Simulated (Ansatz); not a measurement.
## BiTe: axial (c/a) deformation path

Theory: DFT r2SCAN, scalar-relativistic, plane waves, PAW (Ansatz 0.2.0). Cutoff 500 eV, Γ-centred 12×12×12 k-points, Gaussian smearing of 0.15 eV. Spin–orbit coupling is left out, which can shift energies with elements as heavy as these. No spin polarisation. Energies are free energies at this smearing, counted from the undisturbed cell; pressure is positive in compression.

Reference structure (as given, not relaxed at this level; it stands at -0.8 GPa, and it needn't be the usual structure):

```
Bi Te
1.0
     2.42271    1.39875    3.31729
    -2.42271    1.39875    3.31729
     0.00000   -2.79750    3.31729
Bi Te
1 1
Cartesian
  0.0000 0.0000 4.9759
  0.0000 0.0000 0.0000
```

At fixed volume and fractional coordinates, lengths along (0.000, 0.000, 1.000) are scaled against those across it; ρ is that ratio over its starting value. The cell is metallic on the mesh throughout. At ρ = 1.193 the cell becomes cubic (Fm-3m), and there the slope of the energy vanishes by symmetry.

| ρ | ΔE (meV/atom) |
| --- | --- |
| 0.800 | 99.6 |
| 0.850 | 54.3 |
| 0.920 | 15.3 |
| 0.960 | 4.3 |
| 1.000 | 0.0 |
| 1.050 | 0.9 |
| 1.100 | 2.4 |
| 1.200 | 3.0 |
| 1.300 | 3.3 |